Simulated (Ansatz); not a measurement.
MgO in space group P6_3/mmc (No. 194; Mg on 2c, O on 2d), PBEsol in the plane-wave PAW code Ansatz. The conduction-band minimum lies at Γ, with 1 equivalent valley. Second derivatives d²E/dk² of the lowest band at one valley (eV·Å²), along Cartesian directions:

```json
[
 {"direction": "[100]", "d²E/dk²": "22.75"},
 {"direction": "[010]", "d²E/dk²": "22.75"},
 {"direction": "[001]", "d²E/dk²": "20.72"},
 {"direction": "[110]", "d²E/dk²": "22.75"},
 {"direction": "[101]", "d²E/dk²": "21.73"},
 {"direction": "[011]", "d²E/dk²": "21.73"}
]
```

Question: Find the principal effective masses, the density-of-states mass and the conductivity mass.

Answer: Off-diagonal terms follow from H_xy = H[110] − (H_xx + H_yy)/2, and m*/mₑ = 7.620 eV·Å² over each eigenvalue: 0.33, 0.33, 0.37. One valley's DOS mass (m₁m₂m₃)^(1/3) = 0.35, conductivity mass 3/(Σ 1/mᵢ) = 0.35 mₑ.

Question: What effective density of states Nc follows at 300 K for parabolic valleys?

Answer: Nc = 2.509e19 × 1 × (0.35)^(3/2) ≈ 5.2e18 cm⁻³.

Question: With the computed static dielectric constant 7.30 (mean of the diagonal), estimate a hydrogenic donor's binding energy and radius.

Answer: E = 13.606 eV × 0.35/7.30² ≈ 89 meV; a = 0.529 Å × ε/m* ≈ 11 Å. Semilocal masses tend to be too small where the gap is.

The workflow started from a Materials Project entry (that database holds measured and hypothetical structures alike); the Crystallography Open Database copy checked does not list it. It is not the phase usual at ambient conditions (space group No. 225). Symmetry was held in the PBEsol relaxation; phonons on a q-mesh show no instability.

Potentials: the earlier of the program's two PAW sets.
